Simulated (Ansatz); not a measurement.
P$_{2}$W:
```yaml
crystal:
  lattice:
    - [4.22849, 1.57388, 0.00000]
    - [-4.22849, 1.57388, 0.00000]
    - [-3.63760, 0.00000, 6.50167]
  atoms:
    - { symbol: P, position: [0.13855, 0.86145, 0.02461] }
    - { symbol: P, position: [0.86145, 0.13855, 0.97539] }
    - { symbol: P, position: [0.39874, 0.60126, 0.60056] }
    - { symbol: P, position: [0.60126, 0.39874, 0.39944] }
    - { symbol: W, position: [0.84237, 0.15763, 0.29381] }
    - { symbol: W, position: [0.15763, 0.84237, 0.70619] }
```

Relaxed with PBEsol. Special points in fractions of this cell's reciprocal vectors: Γ (0.000, 0.000, 0.000); C (0.295, 0.295, 0.000); C2 (-0.295, 0.705, 0.000); Y2 (-0.500, 0.500, 0.000); M2 (-0.500, 0.500, 0.500); D (-0.270, 0.730, 0.500); D2 (0.270, 0.270, 0.500); A (0.000, 0.000, 0.500); L2 (0.000, 0.500, 0.500); V2 (0.000, 0.500, 0.000).

### Question
List the band energies nearest the Fermi level at these points for PBEsol with spin–orbit coupling (plane waves, PAW; program Ansatz).

### Answer
In eV from the Fermi level; about four levels below and three above (degenerate sets whole), none deeper than 8.9 eV; points with the same levels are listed once.

| k | below | above |
|---|---|---|
| Γ | -1.89 -1.89 -0.32 -0.32 | 0.46 0.46 1.11 1.11 |
| C | -2.34 -2.34 -0.34 -0.34 | 0.07 0.07 1.19 1.19 |
| Y2 | -0.37 -0.37 -0.25 -0.25 | 1.53 1.53 1.97 1.97 1.97 1.97 |
| M2 | -0.93 -0.93 -0.44 -0.44 | 0.64 0.64 1.17 1.17 |
| D | -2.30 -2.30 -0.39 -0.39 | 0.97 0.97 1.38 1.38 |
| A | -1.40 -1.40 -1.01 -1.01 | 1.48 1.48 1.76 1.76 |
| L2 | -1.78 -1.78 -0.96 -0.96 | 0.72 0.72 1.39 1.39 |
| V2 | -2.89 -2.89 -1.92 -1.92 | 0.31 0.31 1.63 1.63 |

Space group C2/m. The first step of the workflow began from a Materials Project structure, measured or hypothetical; the Crystallography Open Database files this formula in space group No. 12, but the cells were not matched. Whether it is the stable phase at ambient conditions was not checked. The PBEsol relaxation kept the symmetry of its start; of distortions, only those at the zone centre were tested. The run is not spin-polarised.

Potentials: the earlier of the program's two PAW sets.
